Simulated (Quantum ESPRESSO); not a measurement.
W3Sn2Ga2Mg, one composition in several site orders

Simulated, not a measurement. The program is pw.x of Quantum ESPRESSO 7.5 (plane-wave density functional theory). The cell is made up: eight metal atoms on a hexagonal close-packed lattice, with elements, volume, strain and displacements drawn at random and not relaxed, so it may be unstable or far from any real phase. PseudoDojo standard norm-conserving files set the functional (PBE unless stated); there is no spin polarisation or spin-orbit coupling, the Fermi-Dirac width of 0.25 eV means electrons at about 2900 K, and the masses in the input are unused placeholders. The tin pseudopotential is less sure than most, with forces differing by about three percent from a second method on plain tin. Heavy elements are run without spin-orbit coupling, which real alloys of them have. A spin test at this wide smearing found no moment, but such smearing suppresses magnetism that the real alloy may have.

The runs put one composition on the sites in different orders. Cell, positions, cutoff, mesh and smearing stay as in the input of run 1; sites are counted in its order. Stress in the tables is positive in tension.

Input of run 1:

```
&control calculation='scf', pseudo_dir='./dojo.nc.sr.pbe.v0_5.standard.upf', outdir='./o', disk_io='minimal', tprnfor=.true., tstress=.true. /
&system ibrav=0, nat=8, ntyp=4, nbnd=65, ecutwfc=84.00895049, nosym=.true., tot_charge=0,
 occupations='smearing', smearing='fd', degauss=0.0183746611
/
&electrons conv_thr=1.470e-08, electron_maxstep=70, mixing_beta=0.5 /
ATOMIC_SPECIES
Ga 1.0 Ga.upf
Mg 1.0 Mg.upf
Sn 1.0 Sn.upf
W 1.0 W.upf
CELL_PARAMETERS angstrom
-2.9371 0.0 0.0
0.0 5.0872 0.0
1.4685 -2.5436 -9.8323
ATOMIC_POSITIONS angstrom
W -0.0069 0.009 0.1139
Sn -0.0351 1.7926 -2.3837
W -0.038 -0.0825 -4.8532
Sn -0.1811 1.4564 -7.4432
Ga -1.5303 2.4257 -0.0724
Ga -1.4482 4.0776 -2.5688
Mg -1.4566 2.4015 -4.7655
W -1.7471 -0.968 -7.4664
K_POINTS automatic
8 5 3 1 1 1
```

```
run  elements on sites 1 to 8  free energy less that of run 1 (eV)  -TS (eV)  pressure (GPa)  stress xx (GPa)  stress yy (GPa)  stress zz (GPa)  stress yz (GPa)  stress xz (GPa)  stress xy (GPa)  iterations
  1      W Sn W Sn Ga Ga Mg W                                0.000    -1.121           -0.65             0.23            -1.17             2.88             0.86             0.60             1.14          13
  2      Sn Ga Ga W W Sn W Mg                                0.133    -1.149            0.24             2.50            -2.88            -0.34             1.71            -0.26             0.81          15
  3      W Ga Ga Mg Sn W Sn W                               -0.193    -1.091           -0.18            -0.28            -0.41             1.22            -0.15             0.18             1.28          15
  4      Mg Sn W Sn Ga Ga W W                               -0.422    -1.155            0.71            -3.14             0.06             0.97            -0.19             0.15             0.24          15
  5      W Sn W W Sn Ga Ga Mg                                0.968    -1.175            1.66            -0.93            -1.55            -2.49            -3.41             0.39             0.27          16
  6      Sn Ga W W Ga W Mg Sn                                0.220    -1.183            0.98             0.29            -2.85            -0.40            -2.98            -0.16             1.45          16
```

Forces Fx Fy Fz (eV/Å):

```
site             run 1             run 2              run 3              run 4             run 5              run 6
   1  -0.02 0.22 -1.06  -0.22 -1.23 0.39   -0.23 0.06 -0.59  -0.06 -0.53 -1.27  0.27 -1.61 -0.54  -0.15 -1.56 -2.19
   2  0.15 -2.24 -0.27  0.08 -1.38 -0.50    0.08 -1.55 0.41   0.21 -1.92 -0.76  0.10 -2.43 -1.84   0.06 -0.87 -1.00
   3  0.23 -0.40 -0.28  -0.02 0.22 -1.65  -0.03 -0.40 -0.28   0.13 -0.34 -0.68  -0.04 0.55 -0.33    -0.11 0.14 0.13
   4    0.03 0.90 0.88   -0.12 0.05 1.09     0.01 0.85 0.51    -0.04 1.12 1.88   -0.45 0.60 0.73    0.04 -0.08 0.66
   5   -0.01 0.36 1.38    0.01 1.61 0.01    -0.01 1.18 0.60     0.04 0.36 1.13   -0.05 1.43 2.95   -0.04 1.12 -0.40
   6   -0.09 1.99 0.21   -0.11 1.55 0.83    -0.11 1.30 0.77   -0.10 1.72 -0.35   -0.11 1.95 0.09     0.17 1.29 0.60
   7  -0.20 0.38 -1.47  0.04 -0.58 -1.44   -0.20 0.18 -1.91   -0.13 0.45 -1.60  -0.08 0.02 -2.46  -0.19 -0.14 -0.96
   8  -0.09 -1.21 0.62   0.33 -0.25 1.28    0.50 -1.63 0.50   -0.06 -0.86 1.65   0.35 -0.50 1.40     0.22 0.11 3.16
```

The sites are displaced and not relaxed, so the energy differences hold strain from misfit and are not ordering energies. A rerun of one cell of this series at a higher cutoff and on a denser mesh moved values by no more than 0.009 eV in energy, 0.13 GPa in stress and 0.015 eV/Å in force, and a second program with other atomic files agreed on that cell to 2 % rms in force and 0.5 GPa in pressure.